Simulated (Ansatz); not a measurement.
MgTiSiO5 — Mg-25 NMR of the central transition

Cell: a computed structure from the Materials Project (it need not be an observed phase), taken as it stands.

Space group Cc (No. 9); a = 6.5379, b = 8.3796, c = 7.1606 Å, β = 114.79°.

```csv
site,Wyckoff,site symmetry,x,y,z
Mg,4a,1,0.4952,0.3285,0.7455
Ti,4a,1,0.4983,0.9930,0.4936
Si,4a,1,0.4998,0.6732,0.7601
O7,4a,1,0.3886,0.7841,0.8835
O8,4a,1,0.6105,0.7839,0.6374
O11,4a,1,0.1777,0.9519,0.4220
O12,4a,1,0.8209,0.9502,0.1001
O15,4a,1,0.4978,0.9103,0.2615
```

One atom of each set is listed; the run and its k-mesh use a cell of 16 atoms with edges of 5.31, 5.31, 7.16 Å.

All values are calculated (Ansatz; DFT, PBE, plane waves and PAW, scalar-relativistic, 420 eV cutoff, Γ-centred 5×5×4 k-points, Fermi–Dirac smearing 0.02 eV), not measured.

Mg-25 has I = 5/2 and Q = 199.4 mb (Pyykkö 2018); at 18.8 T its Larmor frequency is ν₀ = 49.0 MHz. Only the quadrupole interaction is simulated: positions count from each site's isotropic chemical shift, and shift anisotropy, dipolar and J coupling are left out.

Simulated pattern of one Mg site (static powder, Gaussian broadening 10 kHz):

(offset (kHz), height): (-171.3, 0), (-159.8, 10), (-148.3, 26), (-136.9, 28), (-125.4, 29), (-114.0, 31), (-102.5, 32), (-91.0, 34), (-79.6, 37), (-68.1, 40), (-56.7, 43), (-45.2, 48), (-33.8, 55), (-22.3, 66), (-10.8, 89), (0.6, 100), (12.1, 88), (23.5, 46), (35.0, 31), (46.4, 27), (57.9, 25), (69.4, 23), (80.8, 9), (92.3, 0)

**Question.** Which |C_Q| and η does the pattern imply?

**Answer.** The pattern spans 237 kHz before broadening and its centre of gravity is at -31.7 kHz, which fixes P_Q; the places of the horns and steps fix η. That gives P_Q = 16.1 MHz, |C_Q| = 14.2 MHz and η = 0.91. The sign of C_Q can't be read from the pattern.

The largest force is 0.7 eV/Å, so the atoms aren't at the calculated equilibrium and relaxing them would move these values.
